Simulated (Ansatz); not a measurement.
## Settings and field gradients in Si3N4

Cell: a structure deposited in the COD, atoms as given.

Space group P6_3/m (No. 176); a = 7.6170, c = 2.9134 Å, γ = 120.00°.

```csv
site,Wyckoff,site symmetry,x,y,z
Si,6h,m..,0.1784,0.7749,0.2500
N7,2c,-6..,0.3333,0.6667,0.2500
N9,6h,m..,0.3359,0.0328,0.2500
```

One atom of each set is listed.

Reference run. Computed with Ansatz: DFT, PBE, plane waves and PAW, scalar-relativistic, 420 eV cutoff, Γ-centred 4×4×9 k-points, Fermi–Dirac smearing 0.02 eV.

It gives V_zz (10²¹ V/m²) N7 -5.17 (η 0.00), Si -0.73 (η 0.21), among others. Each of these runs changes the input as listed (caps on SCF iterations aside):

A. scf.eigensolver.kind: not typed → davidson; hamiltonian.xc: pbe → lda
B. hamiltonian.dispersion: not typed → d3bjatm; scf.occupations.width: 0.02 → not typed; scf.occupations.method: fermi_dirac → tetrahedron

Problem. Which of these changes matter for the gradients?

Solution. 

```csv
run,N7 V_zz (η),Si V_zz (η),"largest change of a gradient tensor, all atoms",note
A,-4.97 (0.00),-0.73 (0.20),0.19,converged; another functional
B,-5.17 (0.00),-0.73 (0.21),0.00,converged
```

Run A moves them most, on N7 (V_zz from -5.17 to -4.97).

In run A the shift comes from hamiltonian.xc: the other keys steer the path to self-consistency or leave the density as it is.

On the reference run: At this cell the principal stresses reach 5 GPa in size with PBE, which can matter for small gradients. The largest force is 1.2 eV/Å, so the atoms aren't at the calculated equilibrium and relaxing them would move these values.
